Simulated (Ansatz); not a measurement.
Here is the system:

ScPd (CsCl type)

```
ScPd
1.0
    6.45976     0.00000     0.00000
    3.22988     3.22988     0.00000
    0.00000     0.00000     3.22988
Sc Pd
2 2
Direct
  0.00000   0.50000   0.50000
  0.50000   0.50000   0.50000
  0.00000   0.00000   0.00000
  0.50000   0.00000   0.00000
```

A phonon eigenvector at M = (0.5, 0.5, 0.0) is frozen into this cell: atom i moves by Q times the vector below, so Q is the largest atomic displacement, in Å. The cell is held. It is one choice among 2 degenerate patterns. (q is in reciprocal vectors of the primitive cell; the cell shown is doubled to hold the pattern.)

| atom | x | y | z |
|---|---|---|---|
| Sc1 | 0.413 | 0.000 | 0.000 |
| Sc2 | -0.413 | 0.000 | 0.000 |
| Pd3 | 0.000 | 1.000 | 0.000 |
| Pd4 | 0.000 | -1.000 | 0.000 |

All values below come from LDA (plane waves to 420 eV, PAW, scalar-relativistic; Ansatz, an electronic-structure program). k mesh 14×14×14 (Γ-centred), Fermi-Dirac smearing 0.05 eV. Energies are smeared free energies. With partly filled bands, energies and forces of such displacements shift with the k mesh and the smearing. ScPd is run without spin polarisation. ScPd was relaxed with its symmetry unable to fall. The zero of ΔE is the undisplaced structure.

The scan covers Q from -0.100 to 0.100 Å in 13 points.

Problem. Which space group does the distorted structure have?

Solution. Cmmm (No. 65), lowered from Pm-3m.

Problem. Is this a single well or a double well?

Solution. A single well with its minimum at or next to zero displacement.

Problem. What is the energy change at Q = 0.100 Å?

Solution. 13.2 meV/cell.

Problem. What harmonic wavenumber does the curvature at Q = 0 give?

Solution. 51 cm⁻¹.

(A displaced cell: forces are minus the slopes of the energy, force constants its curvatures, and phonons follow from these.)
